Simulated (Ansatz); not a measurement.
**Does relaxation matter for the field gradients of ZnS with Cu replacing Zn?**

Start: a supercell of ZnS (wurtzite type, P6_3mc) built from a structure deposited in the COD, with all atoms left at the host's positions.

```cif
data_Zn15CuS16
_symmetry_space_group_name_H-M 'P3m1'
_symmetry_Int_Tables_number 156
_cell_length_a 7.6220
_cell_length_b 7.6220
_cell_length_c 12.4680
_cell_angle_alpha 90.000
_cell_angle_beta 90.000
_cell_angle_gamma 120.000
loop_
_atom_site_label
_atom_site_type_symbol
_atom_site_symmetry_multiplicity
_atom_site_Wyckoff_symbol
_atom_site_fract_x
_atom_site_fract_y
_atom_site_fract_z
Cu Cu 1 a 0.0000 0.0000 0.0000
Zn2 Zn 1 a 0.0000 0.0000 0.5000
Zn3 Zn 3 d 0.0000 0.5000 0.0000
Zn4 Zn 3 d 0.0000 0.5000 0.5000
Zn9 Zn 3 d 0.1667 0.8333 0.2500
Zn10 Zn 3 d 0.1667 0.8333 0.7500
Zn15 Zn 1 c 0.6667 0.3333 0.2500
Zn16 Zn 1 c 0.6667 0.3333 0.7500
S17 S 1 a 0.0000 0.0000 0.1925
S18 S 1 a 0.0000 0.0000 0.6925
S19 S 3 d 0.0000 0.5000 0.1925
S20 S 3 d 0.0000 0.5000 0.6925
S25 S 3 d 0.1667 0.8333 0.4425
S26 S 3 d 0.1667 0.8333 0.9425
S31 S 1 c 0.6667 0.3333 0.4425
S32 S 1 c 0.6667 0.3333 0.9425
```

One atom of each set is listed.

All values are calculated (Ansatz; DFT, PBE, plane waves and PAW, scalar-relativistic, 420 eV cutoff, Γ-centred 3×3×2 k-points, Fermi–Dirac smearing 0.01 eV, cell charge -1), not measured.

The largest force at the start is 0.81 eV/Å. Relaxing the ions at fixed cell moves them by 0.089 Å at most (atom 14, Zn) and 0.049 Å rms.

```tsv
site	moved (Å)	first shell before	first shell after	V_zz before (10²¹ V/m²)	η before
Cu	0.068	4 S at 2.31–2.40 Å	4 S at 2.29–2.30 Å	1.71	0.00
Zn2	0.051	4 S at 2.31–2.40 Å	4 S at 2.32–2.34 Å	1.28	0.00
Zn3	0.049	4 S at 2.31–2.40 Å	4 S at 2.32–2.37 Å	3.10	0.23
Zn4	0.036	4 S at 2.31–2.40 Å	4 S at 2.33–2.34 Å	1.46	0.06
Zn9	0.033	4 S at 2.31–2.40 Å	4 S at 2.30–2.36 Å	2.49	0.49
Zn10	0.089	4 S at 2.31–2.40 Å	4 S at 2.30–2.35 Å	0.48	0.62
Zn15	0.021	4 S at 2.31–2.40 Å	4 S at 2.33–2.37 Å	2.30	0.00
Zn16	0.065	4 S at 2.31–2.40 Å	4 S at 2.32–2.35 Å	1.35	0.00
S17	0.047	3 Zn at 2.31 Å, 1 Cu at 2.40 Å	1 Cu at 2.29 Å, 3 Zn at 2.30 Å	-3.94	0.00
S18	0.026	4 Zn at 2.31–2.40 Å	4 Zn at 2.32–2.35 Å	-0.44	0.00
S20	0.033	4 Zn at 2.31–2.40 Å	4 Zn at 2.33–2.35 Å	-0.50	0.88
S25	0.033	4 Zn at 2.31–2.40 Å	4 Zn at 2.34–2.36 Å	-1.41	0.13
S26	0.049	3 Zn at 2.31–2.40 Å, 1 Cu at 2.31 Å	1 Cu at 2.30 Å, 3 Zn at 2.30–2.32 Å	-3.86	0.19
S31	0.054	4 Zn at 2.31–2.40 Å	4 Zn at 2.34–2.37 Å	-1.07	0.00
S32	0.015	4 Zn at 2.31–2.40 Å	4 Zn at 2.32–2.36 Å	0.73	0.00
```

Task: How do the gradients change?

Result: 

```tsv
site	V_zz after	η after	change of V_zz
Cu	-0.015	0.00	-1.72
Zn2	-0.74	0.00	-2.02
Zn3	2.22	0.89	-0.88
Zn4	-0.36	0.39	-1.82
Zn9	-1.73	0.30	–
Zn10	-2.27	0.12	-2.75
Zn15	1.27	0.00	-1.03
Zn16	-1.09	0.00	-2.44
S17	-3.13	0.00	+0.81
S18	0.75	0.00	+1.19
S20	0.81	0.47	+1.31
S25	-0.36	0.59	+1.05
S26	-3.15	0.39	+0.71
S31	-0.092	0.00	+0.98
S32	0.95	0.00	+0.22
```

The largest change of V_zz along a kept axis is on Zn10, from 0.48 to -2.27. In per cent, |V_zz| changes by -45 to -28 on Zn, -91 to +29 on S (all sites that start above 0.5, bar those whose gradient vanishes or changes sign or whose main axis turns by over 40°). Where |V_zz| stays above 0.1 and the axes keep their order, η moves most on Zn3, from 0.23 to 0.89. On S20, Zn10 V_xx and V_yy change places (or their axes turn by over 50°), so the two values of η hide a larger change. V_zz changes sign on Zn4 (same axis), Zn16 (same axis), Zn2 (same axis), S20 (axis turned by 20°), Zn10 (axis turned by 17°), S18 (same axis). On Zn9 the largest principal value lies along another axis in the second run, so the two V_zz can't be compared directly. The table leaves out 1 of the 16 sites, with |V_zz| up to 1.13; their tensors move by 0.71 at most along any direction. The statements above cover all sites. The host's own positions weren't relaxed first, so part of the change far from the defect can be the host's relaxation.

The defect repeats with the cell of 32 atoms, so it feels its images: sites between two images don't show the values beside a lone defect, and zeros or small values of η there can come from the images' arrangement. S and Zn carry a gradient in the pure host already, so the values there aren't the defect's effect alone. A uniform background compensates the cell's charge.
Before: With a gap of 0.9 eV on this mesh, small gradients can still move by 0.1 × 10²¹ V/m² or more as the k-mesh gets denser. The neighbours have not yet relaxed around the defect (largest force 0.81 eV/Å), so a real crystal will differ.
After: The relaxation keeps the site symmetry 3m of the start, so the impurity can move only along its axis; a start off the site could end lower.
